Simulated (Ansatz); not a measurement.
# VN, first-principles data

VN:
```
VN
1.0
    2.69701     0.00000     0.00000
   -1.34851     2.33568     0.00000
    0.00000     0.00000     5.22235
V N
2 2
Cartesian
  0.00000   0.00000   0.00000
  0.00000   0.00000   2.61117
  1.34851   0.77856   3.91676
  0.00000   1.55712   1.30559
```

Space group P6_3/mmc (No. 194), NiAs type; conventional cell a = b = 2.6970 Å, c = 5.2223 Å, α = β = 90.00°, γ = 120.00°.

Method: LDA in the plane-wave PAW code Ansatz. Structure relaxed to zero pressure with the same functional. Other levels are named where they apply.

Cell and energy:

```yaml
volume_per_atom: 8.22 Å³
density: 6.56 g/cm³
Formation energy from the elements (no fitted shifts): -1436 meV/atom
```

Electronic structure:

```yaml
electronic_character: metallic (no gap)
Density of states at the Fermi level: 0.50 states/eV per atom (mean over ±0.08 eV)
```

Mechanics:

```yaml
Bulk modulus (Birch–Murnaghan fit): 367 GPa
Pressure derivative B′: 4.3
Elastic constants (relaxed ions, GPa): C11 = 603, C12 = 215, C13 = 216, C33 = 904, C44 = 336
mechanical_stability: stable (all eigenvalues of C positive)
hill_bulk_and_shear_moduli: 373 and 262 GPa
Young's modulus: 637 GPa
Poisson's ratio: 0.22
debye_temperature_from_the_elastic_constants: 1030 K
```

Phonons:

```yaml
highest_zone_centre_frequency: 658 cm⁻¹
zone_centre_stability: no imaginary mode at Γ
```

The workflow started from a Materials Project entry (that database holds measured and hypothetical structures alike); the Crystallography Open Database copy checked does not list it. It is not the phase usual at ambient conditions (space group No. 225). Symmetry was held in the LDA relaxation. No spin polarisation was allowed. As this level gives no gap, shear constants depend on the k-mesh and smearing (Fermi–Dirac, 0.1 eV here). As this level gives no gap, phonon frequencies hold no LO–TO term and depend on the k-mesh and smearing (Fermi–Dirac, 0.1 eV here). On the denser mesh and wider smearing of the elastic run this cell carries a stress of 0.7 GPa. The references are the lowest solids computed at this level, not always the standard phases (solids in place of the gases).

Potentials: the later of the program's two PAW sets.
